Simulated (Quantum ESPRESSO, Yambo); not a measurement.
AgCl (space group Cmcm, No. 63) under isotropic strain of -0.7 % on all lattice vectors. The PBEsol cell relaxed from Materials Project entry mp-570858 was given an isotropic strain of -0.7 % on all lattice vectors, and the atoms were relaxed again. Chain: PBEsol (pw.x of Quantum ESPRESSO, ONCV potentials, scalar-relativistic); G0W0 in Yambo (4×4×4 Γ-centred k mesh, bands 9 to 99 and a 6 Ry block in the screening, 99 bands in G with the Bruneval-Gonze terminator, plasmon pole fitted at 27.2 eV); BSE (4×4×4 mesh, 16 valence and 5 conduction bands, static screening with 56 bands and a 4 Ry block, scissor 1.50 eV, Tamm-Dancoff).

```json
{
  "PBEsol gap (dense path)": "0.34 eV",
  "PBEsol gap (0.25, 0.25, 0) → Γ on the GW mesh": "0.35 eV",
  "PBEsol smallest direct gap on the GW mesh, at Γ": "1.91 eV",
  "G0W0 direct gap at that point": "3.41 eV",
  "G0W0 correction to the gap (0.25, 0.25, 0) → Γ": "1.38 eV",
  "lowest_exciton": "no binding energy given (see below)"
}
```

Rough cost of the Yambo steps against G0W0 for 6 states: BSE about 1/5.

Convergence of the G0W0 settings was not tested. The BSE states are vertical excitations (zero momentum); the indirect quasiparticle gap, about 1.72 eV, is smaller than the direct one (3.41 eV on the GW mesh). The lowest state covers only about 1 of the 64 k points, so the mesh doesn't resolve it: its energy and its distance from the direct gap are mesh artefacts. An extended exciton needs a far denser mesh. Axes are Cartesian, with cell vectors (Å) (1.83, -5.39, 0.00), (1.83, 5.39, 0.00), (0.00, 0.00, 3.82).

Spin-orbit splittings are left out.

This is not the ordinary phase of the substance; no match was found in the copy of COD used, and its stability was not checked.
